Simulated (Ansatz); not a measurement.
## The polar optical mode of MgS at 2 GPa, worked through

Method: DFT LDA, scalar-relativistic, plane waves, PAW (Ansatz). Settings: 420 eV plane-wave cutoff, Γ-centred 8×8×8 mesh, fixed occupations. No spin polarisation. Phonons by linear response, acoustic sum rule imposed.

The cell, relaxed at 2 GPa:
```cif
data_structure
_symmetry_space_group_name_H-M 'F-43m'
_symmetry_Int_Tables_number 216
_cell_length_a 5.5371
_cell_length_b 5.5371
_cell_length_c 5.5371
_cell_angle_alpha 90.000
_cell_angle_beta 90.000
_cell_angle_gamma 90.000
_cell_volume 169.77
loop_
_atom_site_label
_atom_site_type_symbol
_atom_site_symmetry_multiplicity
_atom_site_Wyckoff_symbol
_atom_site_fract_x
_atom_site_fract_y
_atom_site_fract_z
_atom_site_occupancy
Mg1 Mg 4 a 0.00000 0.00000 0.00000 1
S1 S 4 c 0.25000 0.25000 0.25000 1
```

Linear response gives ν_TO = 359.8 cm⁻¹, Born charges ±1.853 e (positive on Mg) and ε∞ = 4.203. The primitive cell holds 42.442 Å³, and the masses are 24.305 and 32.060 amu.

Q: Find ν_LO and the static dielectric constant.

A: The long-wave field adds a restoring force: ω_LO² − ω_TO² = Z*²e²/(ε_vac ε∞ μV). In these units ν_LO² − ν_TO² = 4.92064×10⁷ Z*²/(μ V ε∞) cm⁻², with μ = m₁m₂/(m₁ + m₂) = 13.825 amu: 68551 cm⁻². So ν_LO = √(359.8² + 68551) = 444.9 cm⁻¹, and the run gives 444.9. Lyddane–Sachs–Teller then gives ε0 = ε∞ (ν_LO/ν_TO)² = 6.43, against 6.43 in the run (it forms both from the same three quantities, so the match checks the arithmetic only). Between ν_TO and ν_LO the dielectric function is negative and an undamped crystal reflects fully: a reststrahlen band from 22.5 to 27.8 μm.

Q: What do the Clausius–Mossotti polarisability and the Szigeti charge come to?

A: With the Lorentz local field, α = (3V/4π)(ε∞ − 1)/(ε∞ + 2) = 5.23 Å³ for the pair, and e_S = 3Z*/(ε∞ + 2) = 0.90 e. The Born charge includes the electrons' response to the dipole's own local field, and e_S takes that enhancement out. The Lorentz field assumes point-like polarisable ions, a poor picture once ε∞ is this large, since the electron clouds then overlap or are shared, so both numbers are formal here.

Q: How strongly does a slow electron couple to the LO mode?

A: For one isotropic parabolic band, Fröhlich's constant is α_F = (1/ε∞ − 1/ε0) √(m* Ry/ħω_LO), with Ry = 13.606 eV, ħω_LO = 55.2 meV and m* in free-electron masses: α_F = 0.0824 × 15.70 × √m* = 1.29 √m*. The band mass isn't part of this run; for m* = 0.1, 0.3 and 1 it gives 0.41, 0.71, 1.29. In weak coupling the polaron lies α_F ħω_LO below the band edge (39 meV at m* = 0.3) with a mass m*(1 + α_F/6); past α_F of about 5 or 6 that expansion fails. A semilocal functional's ε∞ tends to be too large, which taken alone lowers α_F.

This zinc-blende form isn't the usual stable structure of the compound at low pressure.